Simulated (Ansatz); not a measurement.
Input and command of a calculation in Ansatz (plane waves; scalar-relativistic PAW potentials unless the input names others):

```yaml
crystal:
  lattice:
    - [4.0065530061, 0.0, 0.0]
    - [-2.0032765031, 3.4697766849, 0.0]
    - [-2.0032765031, 1.1565922283, 1.6230781821]
  atoms:
    - { symbol: Al, position: [0.0, 0.0, 0.0] }
    - { symbol: Co, position: [0.5, 0.5, 0.5] }
basis:
  ecutwfc: 500
  xc_grid: 1
kpoints:
  mp_grid: { grid: [9, 9, 21] }
hamiltonian:
  xc: pbe
scf:
  occupations: { method: gaussian, width: 0.1 }
  initial_density: { chi_scale: 0.1 }
output:
  forces: true
  eigenvalues: true
  stress: true
relax:
  adjacent_minimum: "off"
  f_tol: 0.01
  max_steps: 50
  cell: { fix: [a, b, gamma], stress_tol: 0.1 }
```

```bash
ansatz run input.yaml --threads 8 --pin off --max-ram 20480MiB --backend cpu --events-out ev --progress --plain --runs-dir out
```

Abridged log:
```
Warning: crystal.symmetry: narrowed to the stabiliser of the k-point mesh — unitary ops 12 → 4; excluded 8 operations that carry a point of the 9×9×21 mesh (shift [0, 0, 0]) off the mesh (the run samples exactly the mesh kpoints.mp_grid names, as under crystal.symmetry.detect: false, and its converged state has the mesh's symmetry, not the crystal's; ε∞, the Born charges and the force constants of a linear response (`dielectric:` by the response, `phonons.method: dfpt`) are averaged over those of the crystal's operations that the state keeps within a tolerance, where `mesh_tensors`, `unaverage ...
Pseudopotentials: kind: paw
Pseudopotential: Al, paw, valence charge 3, recommended cutoff 420 eV (normal)
Pseudopotential: Co, paw, valence charge 17, recommended cutoff 420 eV (normal)
Functional definition: PBE
Crystal: 2 atoms, lattice volume = 22.564 Å³
Basis set: ecut = 500 eV, 587 PW (Γ), FFT grids on a1+a3, a2−a3, a3
Bands: 14, of which v1, the nominal top of the filled ones, is band 10 counted from 1 (9 counted from 0)
Symmetry: 4 space group operations
k-points: 475 of 1701
Initial density: superposition of atomic densities (chi_scale 0.1, normalization cell, long waves kept (reshape's long-wave potential 0.00 eV rms))
Initial wavefunctions: pseudopotential atomic-orbital guess
Functional: x = pbe(κ = 0.804, μ = 0.21951497), c = pbe(β = 0.06672455)
SCF iter   1: F=—  HF=-5665.114166 eV  |F-HF|=—  |Δ(HF+E_count)|=         —  Δρ=6.74e-2  dr2=1.06e0  ethr=3.10e-3  ⟨swp⟩=4.1  Hψ=30661  notcnv=0
SCF iter   2: F=—  HF=-5665.015231 eV  |F-HF|=—  |Δ(HF+E_count)|=   9.89e-2  Δρ=5.75e-2  dr2=7.93e-1  ethr=3.10e-3  ⟨swp⟩=2.0  Hψ=12113  notcnv=0  defer=16
SCF iter   3: F=—  HF=-5664.831394 eV  |F-HF|=—  |Δ(HF+E_count)|=   1.84e-1  Δρ=4.78e-3  dr2=2.22e-3  ethr=3.10e-3  ⟨swp⟩=2.2  Hψ=9750  notcnv=0  defer=16
SCF iter   4: F=—  HF=-5664.832441 eV  |F-HF|=—  |Δ(HF+E_count)|=   1.05e-3  Δρ=1.06e-3  dr2=4.86e-5  ethr=1.11e-5  ⟨swp⟩=2.0  Hψ=13240  notcnv=0  defer=12
SCF iter   5: F=—  HF=-5664.832501 eV  |F-HF|=—  |Δ(HF+E_count)|=   6.01e-5  Δρ=7.16e-4  dr2=5.93e-5  ethr=2.43e-7  ⟨swp⟩=2.0  Hψ=11416  notcnv=0  defer=12
SCF iter   6: F=—  HF=-5664.832496 eV  |F-HF|=—  |Δ(HF+E_count)|=   4.94e-6  Δρ=2.12e-4  dr2=5.20e-6  ethr=2.43e-7  ⟨swp⟩=1.8  Hψ=8302  notcnv=0  defer=12
SCF iter   7: F=-5664.832496 eV  HF=-5664.832496 eV  |F-HF|=7.62e-8  |Δ(HF+E_count)|=   4.17e-7  Δρ=2.85e-5  dr2=9.37e-8  ethr=5.00e-10  ⟨swp⟩=3.5  Hψ=29001  notcnv=0
SCF 1 converged in 7 iterations: F = -5664.832496 eV  dr2 = 9.37e-8
relax step   1: F+E_penalty+E_count = -5664.83249563 eV  Δ(F+E_penalty+E_count) = +0.000e0 eV  max|allowed force component| = 5.049e-29 eV/Å  Δτ_max = 0.0000 Å  P = +5.275 GPa  Ω = 22.564 Å³  fix = [a, b, gamma]  reactions: a +4.440, b +4.440 GPa; gamma -2.514 GPa/rad (7 SCF iters, dr2 threshold 1.00e-7 eV, accepted)
Crystal: 2 atoms, lattice volume = 22.758 Å³
Initial density: handed on by an earlier stage of this run
Initial wavefunctions: those handed on with the density
SCF iter   1: F=—  HF=-5664.838776 eV  |F-HF|=—  |Δ(HF+E_count)|=         —  Δρ=1.78e-3  dr2=4.69e-4  ethr=2.05e-6  ⟨swp⟩=1.2  Hψ=39449  notcnv=0
   ...
SCF iter   5: F=-5664.840813 eV  HF=-5664.840813 eV  |F-HF|=3.64e-12  |Δ(HF+E_count)|=  8.09e-11  Δρ=2.84e-7  dr2=4.72e-12  ethr=2.56e-12  ⟨swp⟩=1.0  Hψ=6814  notcnv=0
SCF iter   6: F=-5664.840813 eV  HF=-5664.840813 eV  |F-HF|=9.09e-13  |Δ(HF+E_count)|=  1.82e-12  Δρ=2.85e-8  dr2=4.49e-14  ethr=1.00e-12  ⟨swp⟩=1.0  Hψ=15200  notcnv=0
SCF 4 converged in 6 iterations: F = -5664.840813 eV  dr2 = 4.49e-14
relax step   4: F+E_penalty+E_count = -5664.84081308 eV  Δ(F+E_penalty+E_count) = -7.949e-6 eV  max|allowed force component| = 6.262e-30 eV/Å  Δτ_max = 0.0000 Å  P = +1.866 GPa  Ω = 22.963 Å³  energy of the carried Pulay correction = -1.221e-4 eV  fix = [a, b, gamma]  reactions: a +2.794, b +2.794 GPa; gamma -1.568 GPa/rad (6 SCF iters, dr2 threshold 1.62e-7 eV, accepted)
Initial wavefunctions: pseudopotential atomic-orbital guess (no wavefunctions were taken with the density)
SCF iter   1: F=—  HF=-5664.840944 eV  |F-HF|=—  |Δ(HF+E_count)|=         —  Δρ=5.42e-5  dr2=9.16e-8  ethr=1.44e-8  ⟨swp⟩=3.1  Hψ=51633  notcnv=0
SCF iter   2: F=—  HF=-5664.840946 eV  |F-HF|=—  |Δ(HF+E_count)|=   2.24e-6  Δρ=2.87e-5  dr2=3.65e-8  ethr=4.58e-10  ⟨swp⟩=2.6  Hψ=10917  notcnv=0
SCF iter   3: F=—  HF=-5664.840946 eV  |F-HF|=—  |Δ(HF+E_count)|=   8.57e-8  Δρ=6.68e-6  dr2=4.48e-9  ethr=1.82e-10  ⟨swp⟩=2.7  Hψ=11592  notcnv=0
SCF iter   4: F=—  HF=-5664.840946 eV  |F-HF|=—  |Δ(HF+E_count)|=  2.60e-10  Δρ=2.17e-6  dr2=3.65e-10  ethr=2.24e-11  ⟨swp⟩=1.9  Hψ=8505  notcnv=0
SCF iter   5: F=-5664.840946 eV  HF=-5664.840946 eV  |F-HF|=1.82e-12  |Δ(HF+E_count)|=  2.96e-10  Δρ=6.46e-8  dr2=2.68e-13  ethr=1.83e-12  ⟨swp⟩=2.0  Hψ=9289  notcnv=0
SCF iter   6: F=-5664.840946 eV  HF=-5664.840946 eV  |F-HF|=9.09e-13  |Δ(HF+E_count)|=  9.09e-13  Δρ=1.40e-8  dr2=1.80e-14  ethr=1.00e-12  ⟨swp⟩=2.0  Hψ=19466  notcnv=0
SCF 5 converged in 6 iterations: F = -5664.840946 eV  dr2 = 1.80e-14
SCF converged after 6 iterations
Free energy (F): -5664.840946 eV
Harris-Foulkes:  -5664.840946 eV  (|F-HF|=9.09e-13)
Internal energy: -5664.837531 eV  (E = F + TS)
E sigma→0 (E₀):  -5664.839239 eV
Entropy (-TS):   -0.003415 eV (-1.707 meV/atom)
Fermi energy:    14.644717 eV
--- Forces (eV/Å), atoms counted from 1 ---
  atom   1  Al     0.00000000     0.00000000     0.00000000
  atom   2  Co     0.00000000     0.00000000     0.00000000
--- Stress (GPa, compression-positive) ---
        2.815841      -0.034194      -0.000105
       -0.034194       2.776357       0.000060
       -0.000105       0.000060       0.019034
  P = ⅓ Tr σ = 1.8704 GPa (18.704 kbar)
--- Relaxed structure (4 steps of the walk, 4 accepted, 1 SCFs on fresh bases) ---
  F+E_penalty+E_count = -5664.84094605 eV   max|allowed force component| = 2.527e-29 eV/Å   (the final SCF, on the basis selected at the relaxed cell)
  cell:  # Å, volume = 22.9632 Å³
    - [4.00655298, 1.34627684e-8, -0.00043179]
    - [-2.00327647, 3.46977667, 0.00043179]
    - [-2.00345141, 1.15669321, 1.65209557]
  atoms:
    - { symbol: Al, position: [0.0, 0.0, 0.0] }
    - { symbol: Co, position: [0.49999999, 0.49999999, 0.5] }
```

Apart from outputs and empty bands, the input differs from a reference run on usual settings in hamiltonian.xc: "r2scan" → "pbe"; basis.xc_grid: not typed → 1; scf.initial_density.chi_scale: not typed → 0.1. The reference, at the same start, ended its own course with a relaxed volume of 11.32 Å³/atom, pressure -1.11 GPa, largest force 0.000 eV/Å, no gap on the mesh. This run converged in 31 SCF iterations over all its steps (reference: 22) with a total energy on another zero, a relaxed volume of 11.48 Å³/atom, pressure 1.87 GPa, largest force 0.000 eV/Å, no gap on the mesh.

The run took 11 s on 8 threads of Intel(R) Xeon(R) Processor @ 2.70GHz, with other jobs on the host, peak memory 0.55 GiB.